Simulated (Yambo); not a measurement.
Absorption of CsTaP₂O₈ (space group C2/m, No. 12) with and without the electron-hole interaction (Yambo, PBEsol bands; 4×4×2 mesh, 23 valence and 12 conduction bands, static screening with 118 bands and a 3 Ry block, scissor 2.70 eV, Tamm-Dancoff; field along x). Axes are Cartesian, with cell vectors (Å) (4.42, -2.65, 0.00), (4.42, 2.65, 0.00), (-0.52, 0.00, 9.00).

```json
[
 {"E (eV)": "3.95", "Im ε, BSE": "0.08", "Im ε, independent quasiparticles": "0.03"},
 {"E (eV)": "4.05", "Im ε, BSE": "0.09", "Im ε, independent quasiparticles": "0.03"},
 {"E (eV)": "4.15", "Im ε, BSE": "0.10", "Im ε, independent quasiparticles": "0.04"},
 {"E (eV)": "4.25", "Im ε, BSE": "0.12", "Im ε, independent quasiparticles": "0.04"},
 {"E (eV)": "4.35", "Im ε, BSE": "0.13", "Im ε, independent quasiparticles": "0.04"},
 {"E (eV)": "4.45", "Im ε, BSE": "0.15", "Im ε, independent quasiparticles": "0.04"},
 {"E (eV)": "4.55", "Im ε, BSE": "0.18", "Im ε, independent quasiparticles": "0.05"},
 {"E (eV)": "4.65", "Im ε, BSE": "0.21", "Im ε, independent quasiparticles": "0.05"},
 {"E (eV)": "4.75", "Im ε, BSE": "0.27", "Im ε, independent quasiparticles": "0.05"},
 {"E (eV)": "4.85", "Im ε, BSE": "0.34", "Im ε, independent quasiparticles": "0.06"},
 {"E (eV)": "4.95", "Im ε, BSE": "0.47", "Im ε, independent quasiparticles": "0.06"},
 {"E (eV)": "5.05", "Im ε, BSE": "0.72", "Im ε, independent quasiparticles": "0.07"},
 {"E (eV)": "5.15", "Im ε, BSE": "1.20", "Im ε, independent quasiparticles": "0.07"},
 {"E (eV)": "5.25", "Im ε, BSE": "1.69", "Im ε, independent quasiparticles": "0.08"},
 {"E (eV)": "5.35", "Im ε, BSE": "1.55", "Im ε, independent quasiparticles": "0.09"},
 {"E (eV)": "5.45", "Im ε, BSE": "1.47", "Im ε, independent quasiparticles": "0.10"},
 {"E (eV)": "5.55", "Im ε, BSE": "1.87", "Im ε, independent quasiparticles": "0.11"},
 {"E (eV)": "5.65", "Im ε, BSE": "2.81", "Im ε, independent quasiparticles": "0.13"},
 {"E (eV)": "5.75", "Im ε, BSE": "3.74", "Im ε, independent quasiparticles": "0.15"},
 {"E (eV)": "5.85", "Im ε, BSE": "4.29", "Im ε, independent quasiparticles": "0.18"},
 {"E (eV)": "5.95", "Im ε, BSE": "4.53", "Im ε, independent quasiparticles": "0.22"},
 {"E (eV)": "6.05", "Im ε, BSE": "4.03", "Im ε, independent quasiparticles": "0.29"},
 {"E (eV)": "6.15", "Im ε, BSE": "3.25", "Im ε, independent quasiparticles": "0.40"},
 {"E (eV)": "6.25", "Im ε, BSE": "2.57", "Im ε, independent quasiparticles": "0.56"},
 {"E (eV)": "6.35", "Im ε, BSE": "2.06", "Im ε, independent quasiparticles": "0.73"},
 {"E (eV)": "6.45", "Im ε, BSE": "1.99", "Im ε, independent quasiparticles": "0.99"},
 {"E (eV)": "6.55", "Im ε, BSE": "2.12", "Im ε, independent quasiparticles": "1.36"},
 {"E (eV)": "6.65", "Im ε, BSE": "2.00", "Im ε, independent quasiparticles": "1.82"},
 {"E (eV)": "6.75", "Im ε, BSE": "1.92", "Im ε, independent quasiparticles": "2.25"},
 {"E (eV)": "6.85", "Im ε, BSE": "2.03", "Im ε, independent quasiparticles": "2.57"},
 {"E (eV)": "6.95", "Im ε, BSE": "2.14", "Im ε, independent quasiparticles": "3.02"},
 {"E (eV)": "7.05", "Im ε, BSE": "2.08", "Im ε, independent quasiparticles": "3.42"},
 {"E (eV)": "7.15", "Im ε, BSE": "1.92", "Im ε, independent quasiparticles": "3.30"},
 {"E (eV)": "7.25", "Im ε, BSE": "2.08", "Im ε, independent quasiparticles": "2.96"},
 {"E (eV)": "7.35", "Im ε, BSE": "2.16", "Im ε, independent quasiparticles": "3.19"},
 {"E (eV)": "7.45", "Im ε, BSE": "1.78", "Im ε, independent quasiparticles": "3.61"},
 {"E (eV)": "7.55", "Im ε, BSE": "1.62", "Im ε, independent quasiparticles": "2.93"},
 {"E (eV)": "7.65", "Im ε, BSE": "1.68", "Im ε, independent quasiparticles": "2.20"},
 {"E (eV)": "7.75", "Im ε, BSE": "1.44", "Im ε, independent quasiparticles": "1.85"},
 {"E (eV)": "7.85", "Im ε, BSE": "1.18", "Im ε, independent quasiparticles": "1.72"},
 {"E (eV)": "7.95", "Im ε, BSE": "1.13", "Im ε, independent quasiparticles": "1.90"},
 {"E (eV)": "8.05", "Im ε, BSE": "1.08", "Im ε, independent quasiparticles": "1.98"},
 {"E (eV)": "8.15", "Im ε, BSE": "0.96", "Im ε, independent quasiparticles": "1.85"},
 {"E (eV)": "8.25", "Im ε, BSE": "0.74", "Im ε, independent quasiparticles": "1.62"},
 {"E (eV)": "8.35", "Im ε, BSE": "0.61", "Im ε, independent quasiparticles": "1.49"},
 {"E (eV)": "8.45", "Im ε, BSE": "0.61", "Im ε, independent quasiparticles": "1.54"},
 {"E (eV)": "8.55", "Im ε, BSE": "0.69", "Im ε, independent quasiparticles": "1.77"},
 {"E (eV)": "8.65", "Im ε, BSE": "0.74", "Im ε, independent quasiparticles": "1.90"},
 {"E (eV)": "8.75", "Im ε, BSE": "0.77", "Im ε, independent quasiparticles": "1.99"},
 {"E (eV)": "8.85", "Im ε, BSE": "0.89", "Im ε, independent quasiparticles": "1.86"},
 {"E (eV)": "8.95", "Im ε, BSE": "1.10", "Im ε, independent quasiparticles": "1.51"},
 {"E (eV)": "9.05", "Im ε, BSE": "1.32", "Im ε, independent quasiparticles": "1.20"},
 {"E (eV)": "9.15", "Im ε, BSE": "1.74", "Im ε, independent quasiparticles": "0.98"},
 {"E (eV)": "9.25", "Im ε, BSE": "2.12", "Im ε, independent quasiparticles": "0.91"},
 {"E (eV)": "9.35", "Im ε, BSE": "1.81", "Im ε, independent quasiparticles": "0.87"},
 {"E (eV)": "9.45", "Im ε, BSE": "1.49", "Im ε, independent quasiparticles": "0.87"},
 {"E (eV)": "9.55", "Im ε, BSE": "1.42", "Im ε, independent quasiparticles": "0.91"},
 {"E (eV)": "9.65", "Im ε, BSE": "1.56", "Im ε, independent quasiparticles": "0.81"},
 {"E (eV)": "9.75", "Im ε, BSE": "1.78", "Im ε, independent quasiparticles": "0.71"},
 {"E (eV)": "9.85", "Im ε, BSE": "2.09", "Im ε, independent quasiparticles": "0.68"},
 {"E (eV)": "9.95", "Im ε, BSE": "2.43", "Im ε, independent quasiparticles": "0.74"},
 {"E (eV)": "10.05", "Im ε, BSE": "2.29", "Im ε, independent quasiparticles": "0.86"},
 {"E (eV)": "10.15", "Im ε, BSE": "1.88", "Im ε, independent quasiparticles": "0.86"},
 {"E (eV)": "10.25", "Im ε, BSE": "1.70", "Im ε, independent quasiparticles": "0.82"},
 {"E (eV)": "10.35", "Im ε, BSE": "1.71", "Im ε, independent quasiparticles": "0.77"},
 {"E (eV)": "10.45", "Im ε, BSE": "1.73", "Im ε, independent quasiparticles": "0.71"},
 {"E (eV)": "10.55", "Im ε, BSE": "1.80", "Im ε, independent quasiparticles": "0.71"},
 {"E (eV)": "10.65", "Im ε, BSE": "2.03", "Im ε, independent quasiparticles": "0.80"},
 {"E (eV)": "10.75", "Im ε, BSE": "2.21", "Im ε, independent quasiparticles": "1.01"},
 {"E (eV)": "10.85", "Im ε, BSE": "2.14", "Im ε, independent quasiparticles": "1.26"}
]
```

The scissor comes from a G0W0 run whose convergence isn't established. Broadening 0.15 eV. The band window holds all transitions up to 12.4 eV. Fine structure above the onset can come from the mesh.

Without spin-orbit coupling, band edges of such heavy elements can be off by tenths of an eV.

Geometry of the Materials Project entry, not relaxed at this level; primitive cell a = b = 5.154 Å, c = 9.017 Å, α = β = 92.81°, γ = 61.77°.

The structure is a Materials Project entry; no match was found in the copy of COD used, and its stability was not checked.
